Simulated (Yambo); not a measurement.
# CaV2O6: lowest vertical excitons

```xyz
9
Lattice="5.0263 -1.8217 0.0000 5.0263 1.8217 0.0000 -1.7326 0.0000 6.9246" Properties=species:S:1:pos:R:3 pbc="T T T"
O      6.4975     0.0000     4.1703
O      1.8225     0.0000     2.7543
O      2.0664     0.0000     6.0721
O      6.2536     0.0000     0.8525
O     -0.4164     0.0000     5.0063
O      8.7365     0.0000     1.9183
Ca     0.0000     0.0000     0.0000
V      1.1793     0.0000     4.6362
V      7.1407     0.0000     2.2884
```

The geometry is that of Materials Project entry mp-27624, symmetrised and not relaxed again.

BSE in Yambo on norm-conserving PBEsol (Quantum ESPRESSO, 84 Ry, without SOC) bands: 6×6×4 mesh, 13 valence and 7 conduction bands, static screening with 83 bands and a 3 Ry block, scissor 2.30 eV, Tamm-Dancoff; field along x.

| state | energy (eV) | states within 2 meV | relative strength | class | main transitions |
|---|---|---|---|---|---|
| 1 | 3.34 | 2 | < 0.01 | dark | several band pairs |
| 2 | 3.72 | 1 | < 0.01 | dark | several band pairs |
| 3 | 3.73 | 1 | < 0.01 | dark | several band pairs |
| 4 | 3.83 | 1 | 0.30 | weak | several band pairs |
| 5 | 3.84 | 1 | < 0.01 | dark | several band pairs |
| 6 | 4.09 | 1 | < 0.01 | dark | several band pairs |
| 7 | 4.14 | 1 | < 0.01 | dark | several band pairs |
| 8 | 4.19 | 1 | < 0.01 | dark | several band pairs |
| 9 | 4.19 | 1 | < 0.01 | dark | several band pairs |
| 10 | 4.28 | 1 | 0.19 | weak | several band pairs |

These are vertical excitations (zero momentum). The direct quasiparticle gap on this mesh is 5.06 eV; counted from there, state 1 is bound by 1.71 eV. On a 4×4×2 mesh the same difference is 1.73 eV.

Spin singlets only. Strengths are relative to the strongest of the lowest states of this run; strong means a line over 3 % of the spectrum's maximum, dark under 0.03 %. Absolute energies carry the error of the G0W0 scissor, whose convergence isn't established; the long-wavelength screening was taken along (1,1,1) although the crystal is anisotropic.

The 3d shell has no Hubbard U; the runs are without spin polarisation, and magnetic order was not tried.

The structure is a Materials Project entry; no match was found in the copy of COD used, and its stability was not checked.
